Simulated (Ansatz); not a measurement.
# Piezoelectric tensor of Al₅GaSb₆

All numbers below come from DFT PBE, scalar-relativistic, plane waves, PAW in Ansatz 0.2.0. Cutoff 420 eV, 6×6×2 k-points (Γ-centred), fixed occupations. No spin polarisation.

Equilibrium structure at this level:
```
Al Ga Sb
1.0
     4.40528    0.00000    0.00000
     0.00000    4.40528    0.00000
     0.00000    0.00000   18.62856
Al Ga Sb
5 1 6
Direct
  0.00000 0.00000 0.16679
  0.50000 0.50000 0.33364
  0.50000 0.50000 0.66636
  0.00000 0.00000 0.83321
  0.50000 0.50000 0.00000
  0.00000 0.00000 0.50000
  0.50000 0.00000 0.91661
  0.00000 0.50000 0.08339
  0.50000 0.00000 0.25020
  0.00000 0.50000 0.41681
  0.50000 0.00000 0.58319
  0.00000 0.50000 0.74980
```

It was reached by relaxing an invented guess, and it needn't be the stable form of this composition. Spin–orbit coupling is left out, which matters for heavy elements.

(1) Give the relaxed-ion proper piezoelectric stress tensor e_iJ (C/m², Voigt columns xx yy zz yz xz xy).

(2) With the elastic constants (GPa, Voigt order)
```
92.5 18.6 34.9  0.0  0.0  0.0
18.6 92.5 34.9  0.0  0.0  0.0
34.9 34.9 75.8  0.0  0.0  0.0
 0.0  0.0  0.0 36.5  0.0  0.0
 0.0  0.0  0.0  0.0 36.5  0.0
 0.0  0.0  0.0  0.0  0.0 20.7
```
find the strain coefficients d = e·C⁻¹ (pC/N).

Answers

(1)
```
x    0.000  0.000  0.000  0.000 -0.171  0.000
y    0.000  0.000  0.000  0.171  0.000  0.000
z   -0.169  0.169  0.000  0.000  0.000  0.000
```
Signs follow the orientation of the cell as given.

(2)
```
x    0.00  0.00  0.00  0.00 -4.67  0.00
y    0.00  0.00  0.00  4.67  0.00  0.00
z   -2.29  2.29  0.00  0.00  0.00  0.00
```
